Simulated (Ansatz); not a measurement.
Data sheet: Ta$_{2}$O$_{5}$ (DFT)

Ta2O5:
```
Ta2O5
1.0
    6.19562     0.00000     0.00000
    0.00000     7.32563     0.00000
    0.00000     0.00000     3.78672
Ta O
4 10
Direct
  0.77596   0.61968   0.00000
  0.72404   0.11968   0.00000
  0.22404   0.38032   0.00000
  0.27596   0.88032   0.00000
  0.80174   0.65819   0.50000
  0.69826   0.15819   0.50000
  0.19826   0.34181   0.50000
  0.30174   0.84181   0.50000
  0.50000   0.50000   0.00000
  0.88948   0.36034   0.00000
  0.00000   0.00000   0.00000
  0.38948   0.13966   0.00000
  0.61052   0.86034   0.00000
  0.11052   0.63966   0.00000
```

Space group Pbam (No. 55); conventional cell a = 6.196 Å, b = 7.326 Å, c = 3.787 Å, α = 90.00°, β = 90.00°, γ = 90.00°.

Method: DFT-PBEsol in the program Ansatz with PAW potentials. The cell and atoms are relaxed at this level. Other levels are named where they apply.

### Cell and energy

| Item | Result |
|---|---|
| Volume per atom | 12.28 Å³ |
| Density | 8.54 g/cm³ |
| Formation energy from the elements (no fitted shifts) | -2.82 eV/atom |

### Electronic structure

| Item | Result |
|---|---|
| Band gap | 2.17 eV (direct) |
| Valence-band maximum | at Z (k = 0.000, 0.000, 0.500 in fractions of the reciprocal vectors) |
| Conduction-band minimum | at Z (k = 0.000, 0.000, 0.500 in fractions of the reciprocal vectors) |
| Electron effective mass | 0.29, 0.62, 13 mₑ (principal values) |
| Electron effective mass with spin–orbit coupling | 0.30, 0.61, 15 mₑ (principal values) |
| HSE06 gap on the PBEsol cell | 3.74 eV |
| Gap with spin–orbit coupling | 2.13 eV |

### Mechanics

| Quantity | Value |
|---|---|
| Elastic constants (relaxed ions, GPa) | C11 = 381, C22 = 345, C33 = 416, C12 = 156, C13 = 99.2, C23 = 46.8, C44 = 55.8, C55 = 73.8, C66 = 68.1 |
| Mechanical stability | stable (all eigenvalues of C positive) |
| Hill bulk and shear moduli | 193 and 88.3 GPa |
| Young's modulus | 230 GPa |
| Poisson's ratio | 0.30 |
| Debye temperature from the elastic constants | 464 K |

### Dielectric response

| Item | Value |
|---|---|
| Electronic dielectric constant ε∞ (DFPT) | 5.54 (xx), 5.15 (yy), 6.95 (zz) |
| Static dielectric constant ε0 (ions relaxed, cell fixed) | 56.3 (xx), 45.6 (yy), 62.3 (zz) |
| Born charges (a third of the trace) | Ta +7.82, O -3.25 to -2.89 e |

### Phonons

| Property | Value |
|---|---|
| Highest zone-centre frequency (without LO–TO term) | 863 cm⁻¹ |
| Zone-centre stability | no imaginary mode at Γ |

The first step of the workflow began from a Materials Project structure, measured or hypothetical; the Crystallography Open Database copy checked does not list it. COD files the formula under space group No. 49. Whether it is the stable phase at ambient conditions was not checked. The cell was relaxed with PBEsol under the symmetry of its start. No spin polarisation was allowed. The references are the lowest solids computed at this level, not always the standard phases (solids in place of the gases). Scalar-relativistic: spin–orbit coupling is off unless named, which matters more the heavier the elements.

Potentials: the later of the program's two PAW sets.
